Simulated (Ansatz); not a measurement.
Input and command of a calculation in Ansatz (plane waves; scalar-relativistic PAW potentials unless the input names others):

```yaml
crystal:
  lattice:
    - [5.2334358828, 0.0, 0.0]
    - [0.0, 5.2334358828, 0.0]
    - [0.0, 0.0, 5.2334358828]
  atoms:
    - { symbol: Rb, position: [0.5, 0.5, 0.5] }
    - { symbol: Au, position: [0.0, 0.0, 0.0] }
    - { symbol: Br, position: [0.5, 0.0, 0.0] }
    - { symbol: Br, position: [0.0, 0.0, 0.5] }
    - { symbol: Br, position: [0.0, 0.5, 0.0] }
basis:
  ecutwfc: 420
kpoints:
  mp_grid: { grid: [8, 8, 8] }
hamiltonian:
  xc: r2scan
scf:
  occupations: { method: gaussian, width: 0.1 }
output:
  forces: true
  eigenvalues: true
  stress: true
```

```bash
ansatz run input.yaml --threads 2 --pin off --max-ram 6144MiB --backend cpu --events-out ev --progress --plain --runs-dir out
```

Abridged log:
```
Warning: basis.ecutwfc = 420 eV is below the records' recommended 500 eV, and the density's cutoff is lower with it unless basis.ecutrho_ratio is high enough to keep the records' density cutoff: compare with a run at a higher cutoff
Basis set: ecut = 420 eV, 2801 PW (Γ), exchange–correlation on 144×144×144 points (64 copies of the dense FFT grid, shifted against one another)
Bands: 30, of which v1, the nominal top of the filled ones, is band 25 counted from 1 (24 counted from 0)
Symmetry: 48 space group operations
k-points: 35 of 512
SCF iter   1: F=—  HF=-24824.665329 eV  |F-HF|=—  |Δ(HF+E_count)|=         —  Δρ=5.52e-3  dr2=3.80e-2  dr2_τ=1.72e-2  ethr=1.77e-3  ⟨swp⟩=8.6  Hψ=5372  notcnv=0
SCF iter   2: F=—  HF=-24824.688895 eV  |F-HF|=—  |Δ(HF+E_count)|=   2.36e-2  Δρ=2.35e-3  dr2=6.29e-3  dr2_τ=1.84e-3  ethr=7.75e-5  ⟨swp⟩=2.0  Hψ=2342  notcnv=0  defer=38
SCF iter   3: F=—  HF=-24824.687114 eV  |F-HF|=—  |Δ(HF+E_count)|=   1.78e-3  Δρ=7.09e-4  dr2=9.97e-4  dr2_τ=2.61e-5  ethr=1.28e-5  ⟨swp⟩=2.0  Hψ=1868  notcnv=0  defer=38
SCF iter   4: F=—  HF=-24824.686945 eV  |F-HF|=—  |Δ(HF+E_count)|=   1.69e-4  Δρ=3.21e-4  dr2=1.97e-4  dr2_τ=2.95e-6  ethr=2.03e-6  ⟨swp⟩=2.7  Hψ=1516  notcnv=0  defer=38
SCF iter   5: F=—  HF=-24824.686902 eV  |F-HF|=—  |Δ(HF+E_count)|=   4.33e-5  Δρ=8.74e-5  dr2=1.68e-5  dr2_τ=9.72e-7  ethr=4.03e-7  ⟨swp⟩=2.0  Hψ=1415  notcnv=0  defer=38
SCF iter   6: F=—  HF=-24824.686876 eV  |F-HF|=—  |Δ(HF+E_count)|=   2.52e-5  Δρ=1.57e-5  dr2=3.97e-7  dr2_τ=3.68e-8  ethr=3.44e-8  ⟨swp⟩=2.0  Hψ=1639  notcnv=0  defer=38
SCF iter   7: F=-24824.686876 eV  HF=-24824.686876 eV  |F-HF|=1.42e-9  |Δ(HF+E_count)|=   3.44e-8  Δρ=2.42e-6  dr2=7.01e-9  dr2_τ=1.84e-9  ethr=2.04e-10  ⟨swp⟩=11.0  Hψ=5433  notcnv=0
SCF 1 converged in 7 iterations: F = -24824.686876 eV  dr2 = 7.01e-9
SCF converged after 7 iterations
Free energy (F): -24824.686876 eV
Harris-Foulkes:  -24824.686876 eV  (|F-HF|=1.42e-9)
Internal energy: -24824.677226 eV  (E = F + TS)
E sigma→0 (E₀):  -24824.682051 eV
Entropy (-TS):   -0.009650 eV (-1.930 meV/atom)
Fermi energy:    5.818243 eV
--- Forces (eV/Å), atoms counted from 1 ---
  atom   1  Rb     0.00000000     0.00000000     0.00000000
  atom   2  Au     0.00000000     0.00000000     0.00000000
  atom   3  Br     0.00000000     0.00000000     0.00000000
  atom   4  Br     0.00000000     0.00000000     0.00000000
  atom   5  Br     0.00000000     0.00000000     0.00000000
--- Stress (GPa, compression-positive) ---
        3.404457       0.000000       0.000000
        0.000000       3.404457       0.000000
        0.000000       0.000000       3.404457
  P = ⅓ Tr σ = 3.4045 GPa (34.045 kbar)
```

Apart from outputs, empty bands and the relaxation, which only the reference makes, the input differs from a reference run on usual settings in hamiltonian.xc: "lda" → "r2scan". The reference, at the same geometry, ended its own course with pressure 0.00 GPa, largest force 0.000 eV/Å, no gap on the mesh. This run converged in 7 SCF iterations with a total energy on another zero, pressure 3.40 GPa, largest force 0.000 eV/Å, no gap on the mesh. Its cutoff is looser than usual. The Hamiltonian differs as well, so the change in the result can't be put down to that alone.

It took 12 s on 2 threads of Intel(R) Xeon(R) Processor @ 2.70GHz, with other jobs on the host, peak memory 0.66 GiB.